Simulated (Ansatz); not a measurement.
# TePtSe₃: start and end of a relaxation

A trial structure of TePtSe₃ was built thus: random cell by space group and Wyckoff sites (P4mm, No. 99). Lengths were set from tabulated atomic sizes, so they are only a guess.

POSCAR.start

```
Te Pt Se
1.0
     5.51664    0.00000    0.00000
     0.00000    5.51664    0.00000
     0.00000    0.00000    4.48875
Te Pt Se
1 1 3
Direct
  0.00000 0.00000 0.86208
  0.50000 0.50000 0.24298
  0.00000 0.00000 0.44379
  0.00000 0.50000 0.10450
  0.50000 0.00000 0.10450
```

Level of theory: DFT PBE, scalar-relativistic, plane waves, PAW in Ansatz. Cutoff 420 eV, Gaussian smearing, Γ-centred meshes. Cell and atoms relax first on a coarse mesh and then on a finer one. In between, the cell is made exact in the group found at 0.06 Å. In metals the finer mesh still leaves noise of several meV/atom or more. The steps can't lower the symmetry of their start. No spin polarisation in the relaxation; trial moments died out in a coarse test.

POSCAR.end

```
Te Pt Se
1.0
     4.95168    0.00000    0.00000
     0.00000    4.95168    0.00000
     0.00000    0.00000    6.60000
Te Pt Se
1 1 3
Direct
  0.00000 0.00000 0.87714
  0.50000 0.50000 0.16729
  0.00000 0.00000 0.51155
  0.00000 0.50000 0.10093
  0.50000 0.00000 0.10093
```

The symmetry stays P4mm (No. 99). The volume per atom grows by 18.5 %, from 27.3 to 32.4 Å³. The shortest distance goes from 1.88 Å (Te–Se) to 2.41 Å (Te–Se). The ratio c/a of the conventional cell changes by a factor of 1.64. The energy falls by about 1.4 eV/atom (the start's value is from the coarse mesh).

| Item | Value |
| --- | --- |
| Volume per atom | 32.4 Å³ |
| Density | 5.7 g/cm³ |
| Formation energy | +0.21 eV/atom |
| Gap on the 8×8×6 mesh of the 5-atom cell | 0 eV (a metal) |

Formation energies are uncorrected and refer to the elements' standard structures at the same level. It can't be a ground state, since the elements alone are lower.

The last run used Gaussian smearing of 0.10 eV. Weakly bound directions are ill-defined at this level, which has no dispersion term. These runs have no spin–orbit coupling, which can matter for Pt and Te. The reference forms of Se and Te are held partly by dispersion forces, which this level lacks. Symmetry constrained the relaxation, so the result can be a saddle point. In all, the 3 runs took 5.2 min on 1 thread of Intel(R) Xeon(R) 6975P-C (Granite Rapids), with other jobs on the host.
